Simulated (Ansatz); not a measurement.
HfF$_{4}$:
```yaml
crystal:
  lattice:
    - [5.87226, 4.94980, 0.00000]
    - [-5.87226, 4.94980, 0.00000]
    - [-4.51502, 0.00000, 6.20437]
  atoms:
    - { symbol: Hf, position: [0.21411, 0.21411, 0.25000] }
    - { symbol: Hf, position: [0.78589, 0.78589, 0.75000] }
    - { symbol: Hf, position: [0.77631, 0.36604, 0.33283] }
    - { symbol: Hf, position: [0.22369, 0.63396, 0.66717] }
    - { symbol: Hf, position: [0.36604, 0.77631, 0.16717] }
    - { symbol: Hf, position: [0.63396, 0.22369, 0.83283] }
    - { symbol: F, position: [0.68240, 0.25851, 0.10610] }
    - { symbol: F, position: [0.31760, 0.74149, 0.89390] }
    - { symbol: F, position: [0.25851, 0.68240, 0.39390] }
    - { symbol: F, position: [0.74149, 0.31760, 0.60610] }
    - { symbol: F, position: [0.18390, 0.40125, 0.92503] }
    - { symbol: F, position: [0.81610, 0.59875, 0.07497] }
    - { symbol: F, position: [0.40125, 0.18390, 0.57497] }
    - { symbol: F, position: [0.59875, 0.81610, 0.42503] }
    - { symbol: F, position: [0.39347, 0.39347, 0.75000] }
    - { symbol: F, position: [0.60653, 0.60653, 0.25000] }
    - { symbol: F, position: [0.73931, 0.50225, 0.78290] }
    - { symbol: F, position: [0.26069, 0.49775, 0.21710] }
    - { symbol: F, position: [0.50225, 0.73931, 0.71710] }
    - { symbol: F, position: [0.49775, 0.26069, 0.28290] }
    - { symbol: F, position: [0.97025, 0.72349, 0.65026] }
    - { symbol: F, position: [0.02975, 0.27651, 0.34974] }
    - { symbol: F, position: [0.72349, 0.97025, 0.84974] }
    - { symbol: F, position: [0.27651, 0.02975, 0.15026] }
    - { symbol: F, position: [0.00000, 0.50000, 0.50000] }
    - { symbol: F, position: [0.50000, 0.00000, 0.00000] }
    - { symbol: F, position: [0.82832, 0.06325, 0.54405] }
    - { symbol: F, position: [0.17168, 0.93675, 0.45595] }
    - { symbol: F, position: [0.06325, 0.82832, 0.95595] }
    - { symbol: F, position: [0.93675, 0.17168, 0.04405] }
```

This is the PBEsol-relaxed structure. Tensor components refer to the Cartesian frame of this cell.

**Question.** All from PBEsol in the plane-wave PAW code Ansatz, unless another level is named. Estimate the bulk modulus (Birch–Murnaghan fit).

**Answer.** 1340 kbar.

**Question.** Next, the elastic constants (relaxed ions, GPa)?

**Answer.** C11 = 284, C22 = 255, C33 = 215, C12 = 100.0, C13 = 75.8, C23 = 110, C44 = 103, C55 = 84.4, C66 = 88.3, C15 = -30.5, C25 = -7.6, C35 = -25.2, C46 = -2.4.

Space group C2/c. The first step of the workflow began from a Materials Project structure, measured or hypothetical; the Crystallography Open Database files this formula in space group No. 15, but the cells were not matched. Whether it is the stable phase at ambient conditions was not checked. The cell was relaxed with PBEsol under the symmetry of its start; whether a distortion lowers the energy is not shown. The run is not spin-polarised. Scalar-relativistic: spin–orbit coupling is off unless named, which matters more the heavier the elements.

Potentials: the earlier of the program's two PAW sets. The files were generated under PBE; for other functionals the program regenerates the frozen cores, and for LDA and PBEsol the local potential too.
